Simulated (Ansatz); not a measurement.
Property card for Zn$_{3}$Se$_{2}$S

Theory: Ansatz, DFT PBE, scalar-relativistic, plane waves, PAW.

Cutoff 420 eV; k points 12×12×4 on the computed 6-atom cell (Γ-centred); Gaussian smearing, width 0.02 eV; no spin polarisation.

The structure is relaxed at this level of theory with its symmetry kept, and needn't be the ground state of this composition.

```
CELL_PARAMETERS angstrom
3.98599 0.00000 0.00000
-1.99299 3.45197 0.00000
0.00000 0.00000 9.76559
ATOMIC_POSITIONS crystal
Zn 0.00000 0.00000 0.99049
Zn 0.66667 0.33333 0.33309
Zn 0.33333 0.66667 0.67604
Se 0.66667 0.33333 0.07966
Se 0.33333 0.66667 0.42170
S 0.00000 0.00000 0.74902
```

| Quantity | Value |
| --- | --- |
| Space group | P3m1 (No. 156) |
| Volume per atom | 22.39 Å³ |
| Formation energy from the elements' standard states (uncorrected) | -0.739 eV/atom |
| Kohn–Sham band gap | 1.26 eV, direct at Γ |
| Orbital (Löwdin) character of the top 1 eV of the valence band | Se 4p 75 %, S 3p 14 % |
| Orbital (Löwdin) character of the lowest 1 eV of the conduction band | Zn 4s 57 %, Se 4p 11 %, S 3s 11 %, Se 4s 10 %, S 3p 8 % |
| Electron masses at the edge by direction of the standard setting (m_e; one valley, along these axes only; no spin-orbit coupling) | x: 0.11; y: 0.11; z: 0.12 |
| Hole masses at the edge by direction of the standard setting (m_e; one valley, along these axes only; no spin-orbit coupling) | x: 0.91, 0.10; y: 0.91, 0.10; z: 1.8, 1.8 |
| Bulk modulus | 60 GPa |
| Its pressure derivative | 4.5 |
| Bader charge by site (e) | Zn (1 in the cell) 0.77, Zn (1 in the cell) 0.74, Zn (1 in the cell) 0.86, Se (1 in the cell) -0.75, Se (1 in the cell) -0.74, S (1 in the cell) -0.88 |

The cell was found from a structure generator's guess, not taken from experiment. Kohn–Sham gaps at this level usually fall short of measured ones. Löwdin shares on free-atom orbitals overweight diffuse shells in the empty bands.
